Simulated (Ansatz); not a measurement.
Ru (hcp (Mg type), space group No. 194), a = b = 2.705 Å, c = 4.266 Å, α = β = 90.00°, γ = 120.00°.

Relaxed with r²SCAN.

**Question.** Tabulate the valence density and the electron localisation function along the shortest Ru–Ru contact (2.64 Å), the program Ansatz at the r²SCAN level (PAW).

**Answer.** 

```tsv
distance from Ru (Å)	density (e/Å³)	ELF
0.26	10.32	0.55
0.40	8.23	0.61
0.53	5.84	0.61
0.66	3.64	0.56
0.79	1.94	0.47
0.93	0.97	0.36
1.06	0.61	0.29
1.19	0.47	0.30
1.32	0.43	0.32
1.45	0.47	0.30
1.59	0.61	0.29
1.72	0.97	0.36
1.85	1.94	0.47
1.98	3.64	0.56
2.11	5.84	0.61
2.25	8.23	0.61
2.38	10.32	0.55
```

The density is the valence pseudo-density with augmentation charge, so density and ELF within about 1 Å of a nucleus are not all-electron values.

Space group P6_3/mmc (hcp (Mg type)). The r²SCAN relaxation kept the symmetry of its start. The run is not spin-polarised. Axis ratios of metals converge slowly with the k-mesh, so a and c are less sure than the volume.

Potentials: the earlier of the program's two PAW sets.
